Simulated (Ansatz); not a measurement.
CrB4:
```yaml
crystal:
  lattice:
    - [4.70415, 0.00000, 0.00000]
    - [0.00000, 5.44493, 0.00000]
    - [0.00000, 0.00000, 2.84670]
  atoms:
    - { symbol: Cr, position: [0.50000, 0.50000, 0.50000] }
    - { symbol: Cr, position: [0.00000, 0.00000, 0.00000] }
    - { symbol: B, position: [0.66321, 0.86840, 0.50000] }
    - { symbol: B, position: [0.33679, 0.13160, 0.50000] }
    - { symbol: B, position: [0.16321, 0.63160, 0.00000] }
    - { symbol: B, position: [0.83679, 0.36840, 0.00000] }
    - { symbol: B, position: [0.72573, 0.18041, 0.50000] }
    - { symbol: B, position: [0.27427, 0.81959, 0.50000] }
    - { symbol: B, position: [0.22573, 0.31959, 0.00000] }
    - { symbol: B, position: [0.77427, 0.68041, 0.00000] }
```

Relaxed with r²SCAN. Special points in fractions of this cell's reciprocal vectors: Γ (0.000, 0.000, 0.000); X (0.500, 0.000, 0.000); S (0.500, 0.500, 0.000); Y (0.000, 0.500, 0.000); Z (0.000, 0.000, 0.500); U (0.500, 0.000, 0.500); R (0.500, 0.500, 0.500); T (0.000, 0.500, 0.500).

Q: List the band energies nearest the Fermi level at these points for plane-wave PAW r²SCAN (Ansatz code).

A: In eV from the Fermi level; about four levels below and three above (degenerate sets whole), none deeper than 8.9 eV; points with the same levels are listed once.

```json
[
 {"k": "Γ", "below": "-2.27 -1.78 -0.79 -0.68", "above": "0.00 0.33 0.62"},
 {"k": "X", "below": "-1.51 -1.51 -1.21 -1.21", "above": "1.89 1.89 1.94 1.94"},
 {"k": "S", "below": "-1.87 -1.87 -0.20 -0.20", "above": "0.24 0.24 2.55 2.55"},
 {"k": "Y", "below": "-1.88 -1.88 -0.49 -0.49", "above": "1.49 1.49 2.04 2.04"},
 {"k": "Z", "below": "-3.05 -3.05 -0.75 -0.75", "above": "1.68 1.68 1.74 1.74"},
 {"k": "U", "below": "-1.84 -1.84 -0.59 -0.59", "above": "1.03 1.03 1.80 1.80"},
 {"k": "R", "below": "-2.70 -2.70 -1.36 -1.36", "above": "1.21 1.21 1.71 1.71"},
 {"k": "T", "below": "-3.75 -3.75 -2.01 -2.01", "above": "1.70 1.70 2.39 2.39"}
]
```

Space group Pnnm. The first step of the workflow began from a Materials Project structure, measured or hypothetical; the Crystallography Open Database copy checked does not list it. COD files the formula under space group No. 71. Its standing as an ambient phase is unchecked. The r²SCAN relaxation kept the symmetry of its start; whether a distortion lowers the energy is not shown. No spin polarisation was allowed.

Potentials: the later of the program's two PAW sets.
